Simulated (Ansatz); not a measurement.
Relaxed-ion elastic tensor of CuCl in space group Pnma (No. 62; Cu on 4c, Cl on 4c) in GPa (Voigt order), plane-wave PAW PBEsol (Ansatz code); density 4.42 g/cm³, 18.61 Å³ per atom.

```
35.1   9.4  15.9   0.0   0.0   0.0
 9.4  65.7  21.9   0.0   0.0   0.0
15.9  21.9  27.4   0.0   0.0   0.0
 0.0   0.0   0.0  13.9   0.0   0.0
 0.0   0.0   0.0   0.0  14.5   0.0
 0.0   0.0   0.0   0.0   0.0   7.5
```

Task: Is the crystal mechanically stable?

Result: Yes: the smallest eigenvalue of C is 7.5 GPa.

Task: Work out the Voigt, Reuss and Hill averages.

Result: K_V = 24.7, K_R = 22.4, K_H = 23.6; G_V = 12.6, G_R = 10.1, G_H = 11.3 GPa.

Task: Give Young's modulus, Poisson's ratio, Pugh's ratio and the universal anisotropy index.

Result: E = 9KG/(3K + G) = 29.3 GPa; ν = 0.29; K/G = 2.08 (ductile by the Pugh limit of 1.75); A_U = 5G_V/G_R + K_V/K_R − 6 = 1.33.

Task: Estimate the sound speeds and the Debye temperature.

Result: v_l = √((K + 4G/3)/ρ) = 2960 m/s, v_t = √(G/ρ) = 1600 m/s, mean 1790 m/s; Θ = (h/k)(3n/4πV)^(1/3) v_m = 201 K.

Task: Solve the Christoffel equation for the three sound speeds along x, y, z.

Result: Eigenvalues of C_ijkl n_j n_l equal ρv². In km/s, slowest first: x 1.30, 1.81, 2.82; y 1.30, 1.78, 3.86; z 1.78, 1.81, 2.49.

Task: How much does each axis shrink under pressure?

Result: Linear compressibilities β_i = Σ_j S_ij (j = 1 to 3): x 17, y 5.3, z 22 per TPa.

The start of the workflow was typed in or built on a structure type; neither database checked (COD, Materials Project) lists it. It is not the phase usual at ambient conditions (space group No. 216). The PBEsol relaxation kept the symmetry of its start; of distortions, only those at the zone centre were tested, and some modes there are weakly imaginary. The workflow began spin-polarised and lost its moments.

Potentials: the later of the program's two PAW sets.
